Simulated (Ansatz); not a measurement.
## Formation energy of CsCl-type AuGe

Method: PBEsol, scalar-relativistic; no spin polarisation; PAW, 420 eV, 10×10×10 k-mesh, Gaussian smearing of 0.05 eV; code Ansatz. The datasets are Ansatz's generated set soft_2.

The cell came from substitution into a structure type; whether the compound takes it is for experiment to say.

Symmetry: Pm-3m, No. 221, cubic system. The conventional cell has a = 3.295 Å, b = 3.295 Å, c = 3.295 Å, α = 90.00°, β = 90.00°, γ = 90.00°. Au (site symmetry m-3m) has 8 Ge at 2.85 Å as nearest neighbours. Ge (site symmetry m-3m) has 8 Au at 2.85 Å as nearest neighbours. (Shells end 15 % past the nearest neighbour.)

The elements were computed in their standard states with the same datasets, cutoff and functional. Total energies depend on the potentials used, so only differences within one code and one set of settings carry meaning.

Energy of the relaxed cell (2 atoms, smearing extrapolated to zero): -17260.370 eV. Elements, in eV/atom: Au -13007.100, Ge -4253.497.

Question: What is the formation energy?

Answer: [-17260.370 − (1 × -13007.100 + 1 × -4253.497)] / 2 = 0.11 eV/atom, or 11 kJ per mole of atoms.

The value is for 0 K, without zero-point energy. A positive value means that this structure is unstable even against the elements at this level.

The calculation's cell holds 33 valence electrons, an odd number. Without magnetic order each band takes two, so one stays part-filled and the crystal must be a metal.

 Spin–orbit coupling, which matters for such heavy elements, is left out. Spin polarisation wasn't tried.
